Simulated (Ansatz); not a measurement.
BP in space group P4_2/mnm (No. 136; B on 4f, P on 4g) at seven volumes, the program Ansatz at the r²SCAN level (PAW), shape and atoms relaxed at each. One row is withheld.

```
V (Å³/atom)  P (GPa)
-----------  -------
11.206         17.40
11.575             ?
11.944          5.00
12.314          0.00
12.683         -4.34
13.053         -8.10
13.422        -11.36
```

**Question.** Fit the shown pressures and predict the withheld one.

**Answer.** P = (3/2)B₀(x^(7/2) − x^(5/2))[1 + (3/4)(B′ − 4)(x − 1)] with x = (V₀/V)^(2/3). Least squares on the six rows gives V₀ = 12.314 Å³/atom, B₀ = 155 GPa, B′ = 3.73. At V = 11.575, x = 1.0421 and P = 10.76 GPa. The run itself gave 10.76 GPa.

The start of the workflow was typed in or built on a structure type; neither database checked (COD, Materials Project) lists it. It is not the phase usual at ambient conditions (space group No. 216). The cell was relaxed with r²SCAN under the symmetry of its start; its stability against distortions is not shown here.

Potentials: the earlier of the program's two PAW sets.
